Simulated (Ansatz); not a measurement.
# Nb2Te6Mo: stable or not

The structure comes from a generated guess, relaxed at this level; another structure or a mixture of phases may lie lower.

These are results of Ansatz, DFT PBE, scalar-relativistic, plane waves, PAW, not measurements. Settings of the last relaxation (9-atom cell): 420 eV, 6×6×6 k points, Gaussian smearing of 0.10 eV, no spin polarisation.

Space group P-31m (No. 162). a = 6.268 Å, b = 6.268 Å, c = 7.839 Å, α = 90.00°, β = 90.00°, γ = 120.00°
```
atom  site  symmetry       x       y       z
  Nb    2c       3.2  0.3333  0.6667  0.0000
  Te    6k       ..m  0.6709  0.0000  0.7640
  Mo    1a      -3.m  0.0000  0.0000  0.0000
```

Energies over the elements count from the elements' standard structures at the same level, with no fitted energy shifts.

Question: These tests were run: energy against the elements; elastic tensor. What do they show?

Answer:

```json
{"test": "energy against the elements", "result": "−0.32 eV/atom"}
{"test": "elastic tensor", "result": "least eigenvalue 1 GPa"}
```

It fails none of these tests outright. Whether a mixture of other phases lies lower isn't tested here. Phonons away from Γ weren't computed. Undecided within the accuracy: elastic tensor.

No dispersion correction is applied, so the spacing and binding between layers, chains or molecules are poorly described. Spin–orbit coupling, which can matter for Te, is left out. The reference form of Te is held partly by dispersion forces, which this level lacks. The run for the elastic tensor used a 6×6×6 k mesh and Fermi–Dirac smearing of 0.15 eV.
